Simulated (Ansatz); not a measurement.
Zn2NCl:
Space group Pna2₁ (No. 33); a = 6.1157 Å, b = 7.4033 Å, c = 5.9472 Å, α = 90.00°, β = 90.00°, γ = 90.00°

```csv
atom,site,symmetry,x,y,z
Zn,4a,1,0.1103,0.8324,0.3652
Zn,4a,1,0.0184,0.4714,0.1798
N,4a,1,0.0818,0.3713,0.9012
Cl,4a,1,0.4145,0.3845,0.4096
```

Relaxed with r²SCAN. The program Ansatz at the r²SCAN level (PAW) gives a gap of 2.61 eV.

Task: What gap does HSE06 give on the same cell (Ansatz, PAW)?

Result: 3.59 eV, 0.98 eV more. The hybrid was solved on a coarser mesh and at special points; its gap is the smallest among all of these.

```csv
k,v1 r²SCAN,c1 r²SCAN,v1 HSE06,c1 HSE06
Γ,-0.01,2.61,-0.01,3.59
X,-0.35,4.41,[?],[?]
Z,-0.12,4.42,[?],[?]
U,-0.65,4.88,-0.63,5.89
Y,-0.18,4.17,-0.17,5.21
S,-0.53,5.05,-0.52,6.18
T,-0.24,5.08,[?],[?]
R,-0.74,5.38,[?],[?]
```

Task: Top valence (v1) and lowest conduction level (c1) in eV from each method's valence maximum (which need not be a listed point): supply the withheld HSE06 values.

Result: 
- Z, v1 HSE06: -0.10
- Z, c1 HSE06: 5.49
- R, v1 HSE06: -0.73
- R, c1 HSE06: 6.47
- X, v1 HSE06: -0.32
- X, c1 HSE06: 5.47
- T, v1 HSE06: -0.24
- T, c1 HSE06: 6.21

Cost on shared cores: the r²SCAN run (SCF on a 5×4×5 mesh, then bands and DOS) around 19 core-minutes (rough), the HSE06 run (SCF on 3×3×3, then a few points) around 21 core-minutes (rough); the tasks are unlike.

Space group Pna2_1. The workflow started from a Materials Project entry (that database holds measured and hypothetical structures alike); the Crystallography Open Database files this formula in space group No. 33, but the cells were not matched. Whether it is the stable phase at ambient conditions was not checked. The r²SCAN relaxation kept the symmetry of its start; whether a distortion lowers the energy is not shown.

Potentials: the later of the program's two PAW sets.
